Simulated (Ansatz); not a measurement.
## Computed properties of Zr3Cd2

```
Zr Cd
1.0
     5.30000    0.00000    0.00000
     0.00000    6.52000    0.00000
     0.00000    0.00000    7.86000
Zr Cd
3 2
Direct
  0.00000 0.00000 0.50000
  0.50000 0.00000 0.00000
  0.00000 0.00000 0.00000
  0.50000 0.50000 0.50000
  0.50000 0.00000 0.50000
```

Atoms are numbered in the order listed.

The geometry is COD entry 2106134, unchecked; take it as a test cell.

Methods: DFT, PBE, all-electron LAPW, scalar-relativistic (Ansatz 0.2.0); DFT, PBE, PAW with Ansatz's default frozen-core files, scalar-relativistic (Ansatz 0.2.0).

For LAPW: a Γ-centred 5×5×4 k mesh, Fermi–Dirac smearing of 0.05 eV, basis error target 1 meV/atom, no spin polarisation. PAW takes a cutoff of 420 eV at this cell. The Ansatz runs share mesh, smearing and spin set-up. Values come from LAPW unless marked.

```json
{
 "Pressure at this cell": "-3.11 GPa",
 "Band gap": "none at this level of theory (metallic, semimetallic, or a small gap that the functional closes)",
 "Stress xx, yy, zz (compression positive)": "1.06, -3.06, -7.34 GPa",
 "Density of states at the Fermi level (0.2 eV bin)": "10.33 states/eV per cell",
 "Löwdin charges (with 1.01 e of the cell spilling out of the atomic basis, so their sizes and signs hang on that basis)": "Zr1 -0.30, Zr2 0.07, Zr3 0.12, Cd4 0.38, Cd5 0.74 e",
 "Bader charges (from the PAW run)": "Zr1 +0.59, Zr2 +0.23, Zr3 -0.05, Cd4 0.00, Cd5 -0.76 e",
 "Volume per atom": "366.6 bohr³"
}
```
